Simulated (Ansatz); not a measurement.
## CaIr2S4: zone-centre modes

The calculation used DFT PBE, scalar-relativistic, plane waves, PAW (Ansatz). Plane waves to 420 eV; Γ-centred k mesh 6×6×6; fixed occupations. No spin polarisation. Phonons by linear response, acoustic sum rule imposed.

Equilibrium structure at this level:
```yaml
crystal:
  lattice:
    - [0.00000, 5.24858, 5.24858]
    - [5.24858, 0.00000, 5.24858]
    - [5.24858, 5.24858, 0.00000]
  atoms:
    - { symbol: Ca, position: [0.25000, 0.25000, 0.25000] }
    - { symbol: Ca, position: [0.00000, 0.00000, 0.00000] }
    - { symbol: Ir, position: [0.12500, 0.62500, 0.62500] }
    - { symbol: Ir, position: [0.62500, 0.62500, 0.12500] }
    - { symbol: Ir, position: [0.62500, 0.62500, 0.62500] }
    - { symbol: Ir, position: [0.62500, 0.12500, 0.62500] }
    - { symbol: S, position: [0.39748, 0.39748, 0.39748] }
    - { symbol: S, position: [0.85252, 0.44245, 0.85252] }
    - { symbol: S, position: [0.39748, 0.39748, 0.80755] }
    - { symbol: S, position: [0.85252, 0.85252, 0.85252] }
    - { symbol: S, position: [0.44245, 0.85252, 0.85252] }
    - { symbol: S, position: [0.85252, 0.85252, 0.44245] }
    - { symbol: S, position: [0.39748, 0.80755, 0.39748] }
    - { symbol: S, position: [0.80755, 0.39748, 0.39748] }
```

It was reached by relaxing an invented guess, and it needn't be the stable form of this composition. Spin–orbit coupling is left out, which matters for heavy elements.

Task: Is this structure stable against zone-centre distortions?

Result: Yes, at Γ: no optical mode is imaginary. Strains and other wave vectors aren't tested by this run.

Task: List the optical modes at Γ without the LO field (i marks imaginary ones).

Result:
```
frequency (cm⁻¹)  degeneracy  IR intensity of the level ((D/Å)²/amu)
              82           3                                    0.00
             140           3                                    4.80
             153           3                                    0.00
             164           2                                    0.00
             178           3                                   10.06
             189           1                                    0.00
             258           3                                    0.00
             279           3                                    0.00
             290           2                                    0.00
             293           3                                   13.99
             296           2                                    0.00
             315           3                                    0.00
             359           3                                    4.85
             374           3                                    0.00
             382           1                                    0.00
             408           1                                    0.00
```
